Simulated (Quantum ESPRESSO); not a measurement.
```cif
data_Cl4K2Pd
_chemical_formula_sum 'Cl4 K2 Pd1'
_space_group_name_H-M_alt 'P 1'
_space_group_IT_number 1
_cell_length_a 7.05765
_cell_length_b 7.05765
_cell_length_c 4.09635
_cell_angle_alpha 90.000
_cell_angle_beta 90.000
_cell_angle_gamma 90.000
loop_
_space_group_symop_operation_xyz
  'x, y, z'
loop_
_atom_site_label
_atom_site_type_symbol
_atom_site_fract_x
_atom_site_fract_y
_atom_site_fract_z
_atom_site_occupancy
Cl1 Cl 0.23222 0.76778 0.00000 1
Cl2 Cl 0.76778 0.23222 0.00000 1
Cl3 Cl 0.23222 0.23222 0.00000 1
Cl4 Cl 0.76778 0.76778 0.00000 1
K1 K 0.50000 0.00000 0.50000 1
K2 K 0.00000 0.50000 0.50000 1
Pd1 Pd 0.00000 0.00000 0.00000 1
```

The geometry is that of Materials Project entry mp-22956, symmetrised and not relaxed again.

Task: What does PBEsol (pw.x of Quantum ESPRESSO, ONCV potentials, no spin-orbit coupling) give for the electronic structure near the Fermi level?

Result: The PBEsol gap is indirect, 1.40 eV, from A to M; the smallest direct gap is 1.46 eV. Spin-orbit splittings are left out.
